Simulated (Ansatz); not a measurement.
Data:

Ga$_{2}$O$_{3}$:
```yaml
crystal:
  lattice:
    - [1.38671, -4.61993, 0.00000]
    - [1.38671, 4.61993, 0.00000]
    - [0.00000, 0.00000, 7.19586]
  atoms:
    - { symbol: Ga, position: [0.24699, 0.75301, 0.25000] }
    - { symbol: Ga, position: [0.75301, 0.24699, 0.75000] }
    - { symbol: Ga, position: [0.00000, 0.00000, 0.50000] }
    - { symbol: Ga, position: [0.00000, 0.00000, 0.00000] }
    - { symbol: O, position: [0.36321, 0.63679, 0.92392] }
    - { symbol: O, position: [0.63679, 0.36321, 0.07608] }
    - { symbol: O, position: [0.63679, 0.36321, 0.42392] }
    - { symbol: O, position: [0.36321, 0.63679, 0.57608] }
    - { symbol: O, position: [0.10672, 0.89328, 0.75000] }
    - { symbol: O, position: [0.89328, 0.10672, 0.25000] }
```

This is the r²SCAN-relaxed structure. x, y and z are the axes in which the lattice vectors are written.

Task: All from r²SCAN in the plane-wave PAW code Ansatz, unless another level is named. Predict the bulk modulus (Birch–Murnaghan fit).

Result: 180 GPa.

Task: Predict the highest zone-centre frequency (without LO–TO term).

Result: 82.6 meV.

Task: Predict the elastic constants (relaxed ions, GPa).

Result: C11 = 554, C22 = 411, C33 = 234, C12 = 94.3, C13 = 121, C23 = 113, C44 = 39.9, C55 = -248, C66 = -576.

Space group Cmcm. The first step of the workflow began from a Materials Project structure, measured or hypothetical; the Crystallography Open Database copy checked does not list it. It is not the phase usual at ambient conditions (space group No. 12, 167). Symmetry was held in the r²SCAN relaxation. At this level the phase is dynamically unstable (imaginary phonons).

Potentials: the earlier of the program's two PAW sets. The files were generated under PBE; for other functionals the program regenerates the frozen cores, and for LDA and PBEsol the local potential too.
